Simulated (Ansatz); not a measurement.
## Sn, one cell by several methods

```
Sn
1.0
    -1.59075    1.59075    2.91565
     1.59075   -1.59075    2.91565
     1.59075    1.59075   -2.91565
Sn
1
Direct
  0.00000 0.00000 0.00000
```

The geometry is COD entry 1540069, unchecked; take it as a test cell.

Spin–orbit coupling is left out, though it moves levels of the heavy atoms by tenths of an eV or more.

All numbers are computed: DFT, PBEsol, PAW with Ansatz's default frozen-core files, scalar-relativistic (Ansatz 0.2.0); DFT, PBEsol, all-electron PAW with datasets made for the crystal, scalar-relativistic (Ansatz 0.2.0); DFT, PBEsol, all-electron LAPW, scalar-relativistic (Ansatz 0.2.0).

For PAW: a Γ-centred 18×18×18 k mesh, Fermi–Dirac smearing of 0.03 eV, cutoff 420 eV, no spin polarisation; the PAW files were made with PBE, and the program remakes their frozen cores for this functional. The crystal-made all-electron datasets (AE datasets) take a cutoff of 240 eV at this cell. LAPW targets a basis error of 1 meV/atom. The Ansatz runs share mesh, smearing and spin set-up. Plane-wave (PAW) pressures include the program's estimate of the Pulay term.

Stress and pressure are positive in compression.

Spin–orbit coupling is left out, which moves gradients at and beside heavy atoms by some per cent and at worst by a factor of two.

In a metal, gradients converge slowly with the k mesh: the values move by tens of per cent from one mesh to another, at times in sign, so only the comparison on one mesh counts.

Levels count from the Fermi level.

```csv
quantity,PAW,AE datasets,LAPW
pressure (GPa),-4.11,-4.11,-4.11
stress xx (GPa),-3.33,-3.33,-3.32
stress zz (GPa),-5.69,-5.68,-5.68
highest filled level at Γ (eV),-10.602,-10.602,-10.602
lowest empty level at Γ (eV),5.743,5.744,5.743
highest filled level at X (eV),-2.545,-2.546,-2.546
lowest empty level at X (eV),0.371,0.370,0.370
field gradient Vzz at Sn (10²¹ V/m²),8.49,8.67,–
```

PAW's pressure differs from the LAPW value by about 0.01 GPa or less.
